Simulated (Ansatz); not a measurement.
Formation energies in the Pb–S system, lowest calculated structure of each composition. Calculation: PBEsol (plane waves to 420 eV, PAW, scalar-relativistic; Ansatz, a first-principles code). Element references, the lowest calculated here: Pb (Fm-3m), S (Fddd).

| phase | x(S) | space group | E_f (eV/atom) |
|---|---|---|---|
| Pb | 0.000 | Fm-3m | 0.00 |
| PbS | 0.500 | Fm-3m | -0.54 |
| PbS2 | 0.667 | I4/mcm | -0.33 |
| S | 1.000 | Fddd | 0.00 |

**Question.** Construct the convex hull: which compounds lie on it, and how far above it are the others?

**Answer.** On the hull: PbS. PbS2 0.03 eV/atom above.

**Question.** Work out the energy of PbS against the hull of the other phases.

**Answer.** At x(S) = 0.500 the tie line joins Pb and PbS2; the lever rule gives atom fractions 0.25 and 0.75. The mixture has E_f = 0.25 × (0.00) + 0.75 × (-0.33) = -0.25 eV/atom, and PbS has -0.54. So PbS → 0.5 Pb + 0.5 PbS2 costs 0.29 eV/atom: PbS is stable against it.

This is the hull of the energies calculated here, no anion corrections; phases that were not calculated are missing from it. Values are rounded to 0.01 eV/atom. Spin-orbit coupling is missing from these energies, which matters for elements this heavy. The compounds carry no spin polarisation.
